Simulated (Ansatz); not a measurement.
Computed with Ansatz, DFT PBE, scalar-relativistic, plane waves, PAW. Cutoff 420 eV, Γ-centred 6×6×2 mesh (8-atom cell), Gaussian smearing of 0.02 eV, no spin polarisation.

Formation energies are uncorrected and count from the elements' standard states at the same level.

Q: Find a candidate trigonal semiconductor that holds Mg and 2 more elements, with a gap near 0.9 eV, a formation energy near −0.56 eV/atom and a density near 5.05 g/cm³, in a cell of 8 atoms. Its symmetry should be P3m1 (No. 156).

A: MgCd3Te4, space group P3m1 (No. 156). Mg is surrounded by 4 Te at 2.83 Å; around Cd on its first site lie 4 Te at 2.86–2.87 Å; around Cd on its second site lie 4 Te at 2.86–2.87 Å; Te on its first site has 4 Cd at 2.86–2.87 Å; 4 more sites not described.

```
CELL_PARAMETERS angstrom
4.66058 0.00000 0.00000
-2.33029 4.03618 0.00000
0.00000 0.00000 15.23766
ATOMIC_POSITIONS crystal
Mg 0.33333 0.66667 0.49728
Cd 0.33333 0.66667 0.99894
Cd 0.66667 0.33333 0.25137
Cd 0.66667 0.33333 0.74716
Te 0.33333 0.66667 0.18732
Te 0.33333 0.66667 0.68291
Te 0.66667 0.33333 0.43967
Te 0.66667 0.33333 0.93537
```

The volume per atom is 35.83 Å³, the density is 5.05 g/cm³ and the formation energy is −0.564 eV/atom. The gap on the 6×6×2 mesh of the 8-atom cell is 0.90 eV.

The structure comes from a generated guess, relaxed at this level; another structure or a mixture of phases may lie lower. Other answers may fit too; this one was computed.

These runs have no spin–orbit coupling, which can matter for Te. Kohn–Sham gaps at this level usually fall short of measured ones. The missing spin–orbit coupling can work the other way here. The reference form of Te is held partly by dispersion forces, which this level lacks. A structure relaxed within its symmetry needn't be a true minimum.
